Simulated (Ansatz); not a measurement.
## TaBi (zincblende structure)

The computed numbers are results of PBE, scalar-relativistic (no spin polarisation) in the plane-wave PAW code Ansatz at 420 eV, 10×10×10 k-mesh, Gaussian smearing of 0.05 eV. The datasets are Ansatz's generated set soft_2.

```
Ta Bi
1.0
     0.00000    3.23048    3.23048
     3.23048    0.00000    3.23048
     3.23048    3.23048    0.00000
Ta Bi
1 1
Direct
  0.00000 0.00000 0.00000
  0.25000 0.25000 0.25000
```

This is a trial structure made by placing the elements on a prototype's sites, so it needn't be the stable form.

The cell is relaxed to zero pressure at this level.

Path: Γ–X–U | K–Γ–L–W–X, with Γ = (0.000, 0.000, 0.000), X = (-0.500, -0.500, 0.000), U = (-0.375, -0.375, 0.250), K = (-0.375, 0.000, 0.375), L = (0.000, 0.000, 0.500), W = (-0.500, -0.250, 0.250) in reciprocal vectors of the calculation's cell.

Q: Is it a metal or an insulator, and if it has a gap, where are the band edges on this path?

A: A metal: bands cross the Fermi level.

Levels between -5 and 3 eV from the Fermi level at the path's named points:
| point | below E_F (eV) | above E_F (eV) |
| --- | --- | --- |
| Γ | -2.70 -2.70 -2.70 | 0.07 0.07 1.02 |
| X | -4.59 -1.85 -1.85 -0.81 -0.14 | 0.35 0.94 0.94 |
| U and K | -4.16 -2.87 -2.04 -0.76 | 0.15 0.36 1.20 1.63 |
| L | -4.31 -2.42 -2.42 | 0.08 0.24 0.24 2.64 2.64 |
| W | -3.88 -3.31 -1.90 -0.85 | 0.10 0.24 1.05 1.91 |

Spin–orbit coupling, which matters for such heavy elements, is left out.
